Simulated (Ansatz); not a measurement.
# Sb, one cell by several methods

```
Sb
1.0
     0.04610    2.32805    2.32805
     2.32805    0.04610    2.32805
     2.32805    2.32805    0.04610
Sb
1
Direct
  0.00000 0.00000 0.00000
```

The geometry is COD entry 9013009, unchecked; take it as a test cell. The listed cell was then made from it by scaling, straining or moving an atom.

Spin–orbit coupling is left out, though it moves levels of the heavy atoms by tenths of an eV or more.

All numbers are computed: DFT, PBEsol, PAW with Ansatz's default frozen-core files, scalar-relativistic (Ansatz 0.2.0); DFT, PBEsol, all-electron PAW with datasets made for the crystal, scalar-relativistic (Ansatz 0.2.0); DFT, PBEsol, all-electron LAPW, scalar-relativistic (Ansatz 0.2.0).

For PAW: a Γ-centred 12×12×12 k mesh, Fermi–Dirac smearing of 0.05 eV, cutoff 420 eV, no spin polarisation; the PAW files were made with PBE, and the program remakes their frozen cores for this functional. The crystal-made all-electron datasets (AE datasets) take a cutoff of 180 eV at this cell. LAPW targets a basis error of 1 meV/atom. The Ansatz runs share mesh, smearing and spin set-up. Plane-wave (PAW) pressures include the program's estimate of the Pulay term.

Stress and pressure are positive in compression.

The change that made this cell: equal xy, yz and zx engineering shear strains of +2 %.

No spin–orbit coupling: at heavy atoms the gradients can be off by tens of per cent for that reason.

In a metal, gradients converge slowly with the k mesh: the values move by tens of per cent from one mesh to another, at times in sign, so only the comparison on one mesh counts.

```json
{"quantity": "pressure (GPa)", "PAW": "5.49", "AE datasets": "5.50", "LAPW": "5.50"}
{"quantity": "stress yz (GPa)", "PAW": "-0.14", "AE datasets": "-0.14", "LAPW": "-0.14"}
{"quantity": "stress xz (GPa)", "PAW": "-0.14", "AE datasets": "-0.14", "LAPW": "-0.14"}
{"quantity": "stress xy (GPa)", "PAW": "-0.14", "AE datasets": "-0.14", "LAPW": "-0.14"}
{"quantity": "field gradient Vzz at Sb (10²¹ V/m²)", "PAW": "-1.24", "AE datasets": "-1.21", "LAPW": "–"}
```

PAW's pressure differs from the LAPW value by about 0.01 GPa or less.
